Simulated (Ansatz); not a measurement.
A distorted cell of Ca (fcc, Cu type):

```
CELL_PARAMETERS angstrom
      0.00000     2.82990     2.82990
      2.82990     0.00000     2.82990
      2.82990     2.82990     0.00000
ATOMIC_POSITIONS crystal
  Ca 0.00000 0.00000 0.00000
```

Level of theory: r2SCAN (plane waves to 500 eV, PAW, scalar-relativistic; Ansatz, a quantum-chemistry and plane-wave program). k mesh 15×15×15 (Γ-centred), Fermi-Dirac smearing 0.05 eV. Energies are smeared free energies. Compression counts positive. Ca was relaxed with its symmetry unable to fall.

Problem. Give the stress tensor in GPa and the pressure.

Solution. 
```
   -0.8      0.0      0.0
    0.0     -0.8      0.0
    0.0      0.0     -0.8
```
The pressure, a third of the trace, is -0.8 GPa.

Problem. It is the relaxed cell scaled evenly to V/V₀ = 1.050, atoms relaxed where free. What is its energy relative to the relaxed cell?

Solution. 6 meV/atom.

(A scan under strain: stresses follow from slopes of the energy per volume, elastic moduli from its curvatures.)
